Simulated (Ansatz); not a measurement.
## AlRu: frozen-core PAW against all-electron methods

```
Al Ru
1.0
     2.99160    0.00000    0.00000
     0.00000    2.99160    0.00000
     0.00000    0.00000    2.99160
Al Ru
1 1
Cartesian
  0.0000 0.0000 0.0000
  1.4958 1.4958 1.4958
```

Atom numbers follow the list: Al1, Ru2.

The geometry is COD entry 1527371, unchecked; take it as a test cell.

Spin polarisation is left out, and whether a magnetic state lies lower isn't shown here.

All numbers are computed: DFT, PBEsol, PAW with Ansatz's default frozen-core files, scalar-relativistic (Ansatz 0.2.0); DFT, PBEsol, all-electron PAW with datasets made for the crystal, scalar-relativistic (Ansatz 0.2.0); DFT, PBEsol, all-electron LAPW, scalar-relativistic (Ansatz 0.2.0).

For PAW: a Γ-centred 12×12×12 k mesh, Fermi–Dirac smearing of 0.05 eV, cutoff 420 eV, no spin polarisation; the PAW files were made with PBE, and the program remakes their frozen cores for this functional. The crystal-made all-electron datasets (AE datasets) take a cutoff of 280 eV at this cell. LAPW targets a basis error of 1 meV/atom. The Ansatz runs share mesh, smearing and spin set-up. Plane-wave (PAW) pressures include the program's estimate of the Pulay term.

Stress and pressure are positive in compression.

Levels count from the Fermi level.

```tsv
quantity	PAW	AE datasets	LAPW
pressure (GPa)	-3.38	-3.42	-3.42
highest filled level at R (eV)	-4.624	-4.627	-4.627
lowest empty level at R (eV)	1.628	1.629	1.629
highest filled level at Γ (eV)	-3.584	-3.584	-3.584
lowest empty level at Γ (eV)	0.193	0.194	0.194
highest filled level at M (eV)	-1.159	-1.158	-1.158
lowest empty level at M (eV)	1.535	1.536	1.536
```

PAW's pressure differs from the LAPW value by +0.05 GPa.
